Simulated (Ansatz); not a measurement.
Relaxed-ion elastic tensor of Ru (dhcp (α-La type), P6_3/mmc) in GPa (Voigt order), r²SCAN (plane waves, PAW; program Ansatz); density 12.37 g/cm³, 13.56 Å³ per atom.

```tsv
	1	2	3	4	5	6
1	608	199	181	0.0	0.0	0.0
2	199	608	181	0.0	0.0	0.0
3	181	181	667	0.0	0.0	0.0
4	0.0	0.0	0.0	177	0.0	0.0
5	0.0	0.0	0.0	0.0	177	0.0
6	0.0	0.0	0.0	0.0	0.0	205
```

Task: Is the crystal mechanically stable?

Result: Yes: the smallest eigenvalue of C is 177 GPa.

Task: Work out the Voigt, Reuss and Hill averages.

Result: K_V = 334, K_R = 334, K_H = 334; G_V = 200, G_R = 198, G_H = 199 GPa.

Task: Give Young's modulus, Poisson's ratio, Pugh's ratio and the universal anisotropy index.

Result: E = 9KG/(3K + G) = 498 GPa; ν = 0.25; K/G = 1.68 (near the Pugh limit of 1.75, no verdict); A_U = 5G_V/G_R + K_V/K_R − 6 = 0.06.

Task: Estimate the sound speeds and the Debye temperature.

Result: v_l = √((K + 4G/3)/ρ) = 6960 m/s, v_t = √(G/ρ) = 4010 m/s, mean 4450 m/s; Θ = (h/k)(3n/4πV)^(1/3) v_m = 556 K.

Task: Solve the Christoffel equation for the three sound speeds along x, y, z.

Result: Eigenvalues of C_ijkl n_j n_l equal ρv². In km/s, slowest first: x 3.78, 4.07, 7.01; y 3.78, 4.07, 7.01; z 3.78, 3.78, 7.34.

Task: How much does each axis shrink under pressure?

Result: Linear compressibilities β_i = Σ_j S_ij (j = 1 to 3): x 1.0, y 1.0, z 0.94 per TPa.

The start of the workflow was typed in or built on a structure type. Its sites differ from those of the usual phase in this space group: another stacking or structure type. The r²SCAN relaxation kept the symmetry of its start; its stability against distortions is not shown here. No spin polarisation was allowed. As this level gives no gap, shear constants depend on the k-mesh and smearing (Fermi–Dirac, 0.1 eV here). On the denser mesh and wider smearing of the elastic run this cell carries a stress of 0.7 GPa.

Potentials: the earlier of the program's two PAW sets.
